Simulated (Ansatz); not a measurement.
## Phonons of AuCu3-type YbSi3

The computed numbers are results of PBEsol, scalar-relativistic (no spin polarisation) in the plane-wave PAW code Ansatz at 420 eV, Gaussian smearing of 0.15 eV; PAW files: Ansatz's generated set soft_2.

```xyz
4
Lattice="4.0110 0.0000 0.0000 0.0000 4.0110 0.0000 0.0000 0.0000 4.0110" Properties=species:S:1:pos:R:3 pbc="T T T"
Yb    0.0000    0.0000    0.0000
Si    0.0000    2.0055    2.0055
Si    2.0055    2.0055    0.0000
Si    2.0055    0.0000    2.0055
```

This is a trial structure; measured cells of the compound in the Crystallography Open Database are in space group I4/mmm.

Force constants come from finite displacements in a 2×2×2 supercell (the unit cell's 8×8×8 k-mesh, folded to it); the long-range dipole term is not included. Points in reciprocal vectors of this cell: Γ = (0.000, 0.000, 0.000), X = (0.000, 0.500, 0.000), M = (0.500, 0.500, 0.000), R = (0.500, 0.500, 0.500).

Question: Is the structure dynamically stable along this path, and where does the spectrum end?

Answer: No: a branch is imaginary, down to 137i cm⁻¹ at R. The highest frequency is 295 cm⁻¹, at M. Points that don't fit the supercell are interpolated.

Frequencies at the named points (cm⁻¹, imaginary ones negative):
```
point                                       ω (cm⁻¹)
    Γ      -96 -96 -96 0 0 0 257 257 257 273 273 273
    X    71 71 89 89 114 136 242 242 266 276 276 284
    M   44 97 97 111 118 126 255 255 260 264 295 295
    R  -137 -11 -11 81 81 81 266 266 266 290 290 290
```

The crystal is a metal or nearly so; low and unstable modes depend on mesh and smearing.

It ran for 100 s on 4 threads of Arm Neoverse V2, on a shared host, peak memory 3 GiB.

Without a U the 4f levels of Yb lie too near the Fermi level, so their share of the states there, and what hangs on it, is overstated. Spin–orbit coupling, which matters for such heavy elements, is left out. Spin polarisation wasn't allowed in this run, so with an open shell this may not be the ground state.
